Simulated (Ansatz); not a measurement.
Consider the following.

Pt:
```
CELL_PARAMETERS angstrom
      0.00000     1.96423     1.96423
      1.96423     0.00000     1.96423
      1.96423     1.96423     0.00000
ATOMIC_POSITIONS crystal
  Pt 0.00000 0.00000 0.00000
```

This is the PBE+D3(BJ)-relaxed structure.

### Question
All from DFT-PBE+D3(BJ) in the program Ansatz with PAW potentials, unless another level is named. Give the Hill bulk and shear moduli.

### Answer
276 and 72.0 GPa.

### Question
And the elastic constants (relaxed ions, GPa)?

### Answer
C11 = 347, C12 = 241, C44 = 88.7.

Space group Fm-3m (fcc (Cu type)). Symmetry was held in the PBE+D3(BJ) relaxation. No spin polarisation was allowed. The pairwise dispersion correction was not fitted to metals. As this level gives no gap, shear constants depend on the k-mesh and smearing (Fermi–Dirac, 0.1 eV here). On the denser mesh and wider smearing of the elastic run this cell carries a stress of 0.4 GPa. Scalar-relativistic: spin–orbit coupling is off unless named, which matters more the heavier the elements.

Potentials: the later of the program's two PAW sets.
